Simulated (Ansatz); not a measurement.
MoRu:
```
MoRu
1.0
    2.76465     0.00000     0.00000
    0.00000     2.76465     0.00000
    0.00000     0.00000     3.81566
Ru Mo
1 1
Direct
  0.00000   0.00000   0.00000
  0.50000   0.50000   0.50000
```

Relaxed with r²SCAN. Special points in fractions of this cell's reciprocal vectors: Γ (0.000, 0.000, 0.000); X (0.000, 0.500, 0.000); M (0.500, 0.500, 0.000); Z (0.000, 0.000, 0.500); R (0.000, 0.500, 0.500); A (0.500, 0.500, 0.500).

### Question
List the band energies nearest the Fermi level at these points for the program Ansatz at the r²SCAN with spin–orbit coupling level (PAW).

### Answer
In eV from the Fermi level; about four levels below and three above (degenerate sets whole), none deeper than 8.9 eV; points with the same levels are listed once.

| k | below | above |
|---|---|---|
| Γ | -1.92 -1.92 -1.46 -1.46 | 0.38 0.38 1.23 1.23 |
| X | -1.12 -1.12 -0.29 -0.29 | 0.53 0.53 1.80 1.80 |
| M | -5.43 -5.43 -5.40 -5.40 | 2.21 2.21 2.41 2.41 |
| Z | -0.66 -0.66 -0.58 -0.58 | 0.31 0.31 0.72 0.72 |
| R | -1.99 -1.99 -1.22 -1.22 | 1.22 1.22 1.49 1.49 |
| A | -2.46 -2.46 -0.38 -0.38 | 1.67 1.67 2.23 2.23 |

Space group P4/mmm (L1₀ or tetragonal B2). The start of the workflow was typed in or built on a structure type; neither database checked (COD, Materials Project) lists it. Whether it is the stable phase at ambient conditions was not checked. The cell was relaxed with r²SCAN under the symmetry of its start; its stability against distortions is not shown here. The run is not spin-polarised.

Potentials: the earlier of the program's two PAW sets.
